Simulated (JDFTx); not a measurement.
Input for a modified build of JDFTx: boroxine, B3H3O3 (SMILES B1OBOBO1), charge 0, multiplicity 1, CANDLE, water, 1 M KCl; lengths in bohr, energies in hartree. The run starts from orbitals saved by an earlier run of the same system.

```
lattice \
  22.2042819644 0.0000000000 0.0000000000 \
  0.0000000000 22.6767134955 0.0000000000 \
  0.0000000000 0.0000000000 14.6453774658
coords-type Cartesian
ion B -2.4914636375 2.4287731197 0.0006812211 1
ion O 0.0721712920 2.9364208859 0.0012454888 1
ion B 1.7892620079 0.9657102763 0.0005326267 1
ion O 0.9469343113 -1.5086169329 0.0005403829 1
ion B -1.6183023361 -2.0098106225 0.0005969615 1
ion O -3.3398229891 -0.0432352612 0.0016821344 1
ion H -3.9780124101 4.1311685923 -0.0012859411 1
ion H 4.0068452452 1.4017288534 -0.0006016307 1
ion H -2.3489927338 -4.1483798090 -0.0008726940 1
ion-species pseudo/b_pbe_v1.4.upf
ion-species pseudo/o_pbe_v1.2.upf
ion-species pseudo/h_pbe_v1.4.upf
elec-cutoff 20 100
elec-ex-corr gga-PBE
symmetries none
elec-n-bands 15
electronic-minimize nIterations 150 energyDiffThreshold 1e-7
ionic-minimize nIterations 25 energyDiffThreshold 1e-5 knormThreshold 4e-4
fluid LinearPCM
pcm-variant CANDLE
fluid-solvent H2O
fluid-cation K+ 1
fluid-anion Cl- 1
fluid-minimize nIterations 400 knormThreshold 1e-11
wavefunction read s0.wfns
dump-name s2.$VAR
dump End State Ecomponents EigStats BandEigs Forces ElecDensity IonicPositions FluidDebug
```

The log closes as follows.

```
[...]
ElecMinimize: Iter:   1  Etot: -58.770915178906932  |grad|_K:  4.140e-07  alpha:  7.607e-01  linmin:  4.655e-02
ElecMinimize: Iter:   2  Etot: -58.770915256666626  |grad|_K:  2.036e-07  alpha:  9.547e-01  linmin: -9.596e-02
ElecMinimize: Iter:   3  Etot: -58.770915275992252  |grad|_K:  1.033e-07  alpha:  9.173e-01  linmin:  7.396e-07
ElecMinimize: Converged (|Delta Etot|<1.000000e-07 for 2 iters).

# Ionic positions in cartesian coordinates:
ion B  -2.491618760332924   2.428944279281659   0.000685079148827 1
ion B   1.789304406237926   0.965798393010051   0.000535293874585 1
ion B  -1.618349821548134  -2.009859055654285   0.000598796211100 1
ion O   0.072035448471849   2.935629234073022   0.001227716492784 1
ion O   0.946412221375316  -1.508053579773891   0.000530069388206 1
ion O  -3.339018704372262  -0.043186436573639   0.001660097818208 1
ion H  -3.977394970033870   4.130460738765303  -0.001269349057038 1
ion H   4.005947981495304   1.401557717452165  -0.000590596624767 1
ion H  -2.348699051493203  -4.147532188580386  -0.000858557651905 1

# Forces in Cartesian coordinates:
force B   0.000078866782523  -0.000106283322643   0.000002345706775 1
force B  -0.000216099113105  -0.000001820954014   0.000001664748899 1
force B   0.000039368398401   0.000186750246460   0.000000701143399 1
force O  -0.000152990150992  -0.000361261322183  -0.000010862170013 1
force O  -0.000289568707596   0.000316852530046  -0.000006246960534 1
force O   0.000374988117622   0.000097887906359  -0.000015133840422 1
force H   0.000406783495792  -0.000478225860344   0.000017059153696 1
force H  -0.000685131293018  -0.000109595825044   0.000011669248534 1
force H   0.000193365104342   0.000638076861317   0.000014637708638 1

# Energy components:
   A_diel =       -0.0034393006133477
   Eewald =       38.6337117540331150
       EH =       86.9147288439400540
     Eloc =     -206.0814993321021120
      Enl =        7.7335530999261541
      Exc =      -16.4810541035958202
 Exc_core =        1.2220114017664208
       KE =       29.2910723606532883
-------------------------------------
     Etot =      -58.7709152759922517

IonicMinimize: Iter:   1  Etot: -58.770915275992252  |grad|_K:  2.652e-04  alpha:  1.000e+00  linmin: -9.284e-01
IonicMinimize: Converged (|grad|_K<4.000000e-04).

	eMin: -0.988458 at state 0 ( [ +0.000000 +0.000000 +0.000000 ] spin 0 )
	HOMO: -0.287515 at state 0 ( [ +0.000000 +0.000000 +0.000000 ] spin 0 )
```

The run took 14 electronic cycles (a count that differs between repeats, as do the digits past 10⁻⁶ Ha); the highest occupied level lies at -7.82 eV from the bulk liquid. The continuum can't coordinate to the solute or react with it.
